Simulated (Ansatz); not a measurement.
## Calculated ¹⁷O NMR of the central transition for SiP2O7 at a changed volume

Cell: a structure deposited in the COD, relaxed with PBE at fixed cell and then changed (volume scaled by 0.99, ions relaxed).

Space group P6_3/m (No. 176); a = 4.7000, c = 11.8771 Å, γ = 120.00°.

| site | Wyckoff | site symmetry | x | y | z |
| --- | --- | --- | --- | --- | --- |
| Si | 2b | -3.. | 0.0000 | 0.0000 | 0.0000 |
| P | 4f | 3.. | 0.6667 | 0.3333 | 0.3809 |
| O7 | 12i | 1 | 0.9478 | 0.2761 | 0.0869 |
| O13 | 2d | -6.. | 0.6667 | 0.3333 | 0.2500 |

One atom of each set is listed.

The numbers come from a DFT calculation in Ansatz (PBE, plane waves and PAW, scalar-relativistic, 420 eV cutoff, Γ-centred 5×5×2 k-points, Fermi–Dirac smearing 0.02 eV).

¹⁷O has I = 5/2 and Q = -25.58 mb (Pyykkö 2018); at 14.1 T its Larmor frequency is ν₀ = 81.4 MHz. Only the quadrupole interaction is simulated: positions count from each site's isotropic chemical shift, and shift anisotropy, dipolar and J coupling are left out.

Simulated pattern of one O site (static powder, Gaussian broadening 0.8 kHz):

offset (kHz), height and a bar:
```
   -25.49          0 
   -23.72         93 ############################
   -21.95        100 ##############################
   -20.18         65 ###################
   -18.41         52 ################
   -16.64         46 ##############
   -14.87         42 #############
   -13.10         39 ############
   -11.33         37 ###########
    -9.56         36 ###########
    -7.78         34 ##########
    -6.01         34 ##########
    -4.24         34 ##########
    -2.47         33 ##########
    -0.70         33 ##########
     1.07         26 ########
     2.84         28 ########
     4.61         30 #########
     6.38         32 ##########
     8.15         37 ###########
     9.92         46 ##############
    11.69         71 #####################
    13.46         66 ####################
    15.23          0
```

Q: Which |C_Q| and η does the pattern imply?

A: The pattern spans 36.6 kHz before broadening and its centre of gravity is at -7.03 kHz, which fixes P_Q; the places of the horns and steps fix η. That gives P_Q = 9.77 MHz, |C_Q| = 9.77 MHz and η = 0.00, the values that the calculation gives site O13 (2 P at 1.55 Å, angle 180°). The other sites have |C_Q| = 7.42 MHz. The sign of C_Q can't be read from the pattern.

An axis of threefold or higher order runs through O13, so V_zz lies along it and η is zero.

At this changed cell the PBE pressure is 6 GPa.
